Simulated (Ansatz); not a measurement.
Comparing deformations in Si

Theory: Ansatz 0.2.0, DFT LDA, scalar-relativistic, plane waves, PAW. The runs took a 420 eV cutoff, a Γ-centred 8×8×8 mesh and Gaussian smearing (0.15 eV). No spin polarisation. Energies are free energies at this smearing, counted from the undisturbed cell; pressure is positive in compression.

The undisturbed cell (relaxed at this level; this form isn't the usual structure):

```yaml
crystal:
  lattice:
    - [-3.28369, 3.28369, 3.28369]
    - [3.28369, -3.28369, 3.28369]
    - [3.28369, 3.28369, -3.28369]
  atoms:
    - { symbol: Si, position: [0.20448, 0.20448, 0.20448] }
    - { symbol: Si, position: [0.50000, 0.00000, 0.29552] }
    - { symbol: Si, position: [0.29552, 0.50000, 0.00000] }
    - { symbol: Si, position: [0.00000, 0.29552, 0.50000] }
    - { symbol: Si, position: [0.79552, 0.79552, 0.79552] }
    - { symbol: Si, position: [0.50000, 0.00000, 0.70448] }
    - { symbol: Si, position: [0.70448, 0.50000, 0.00000] }
    - { symbol: Si, position: [0.00000, 0.70448, 0.50000] }
```

The cell is strained by ε times a Voigt pattern (xx, yy, zz, yz, xz, xy; engineering shear) with fractional coordinates fixed. τ = (1/V0) dE/dε comes from the stress tensor. Of each scan, only the three points used here are listed.

| pattern | ε | τ (GPa) |
| --- | --- | --- |
| (1, 1, 0, 0, 0, 0) | -0.0250 | -14.34 |
| (1, 1, 0, 0, 0, 0) | 0.0000 | 0.01 |
| (1, 1, 0, 0, 0, 0) | 0.0250 | 11.82 |
| (0, 0, 1, 0, 0, 0) | -0.0150 | -3.19 |
| (0, 0, 1, 0, 0, 0) | 0.0000 | 0.00 |
| (0, 0, 1, 0, 0, 0) | 0.0150 | 2.99 |

Question: Which constants do the scans give, and which deformation costs least for the same size of strain tensor?

Answer: The slope dτ/dε at zero (parabola through three points) is pᵀCp: (1, 1, 0, 0, 0, 0) gives 2(C11 + C12) = 523 GPa; (0, 0, 1, 0, 0, 0) gives C11 = 206 GPa. The size of the strain tensor, ε:ε, is ε² times 2.0, 1.0. Per unit of it the stiffnesses are 262, 206 GPa, so (0, 0, 1, 0, 0, 0) is the softest of these: at ε:ε = (1 %)² the quadratic term costs 1.14 meV/atom against 1.44 for the stiffest. These are clamped-ion values.

Question: What else follows for this cubic crystal?

Answer: From the unrounded slopes C11 = 206.0 and C12 = 55.5 GPa, so B = (C11 + 2 C12)/3 = 106 GPa and the Poisson ratio for a pull along a cube edge is C12/(C11 + C12) = 0.21.

Forces appear on the atoms along this scan, and letting them relax would lower the energy and soften the response. In a metal these slopes depend on the k mesh and the smearing.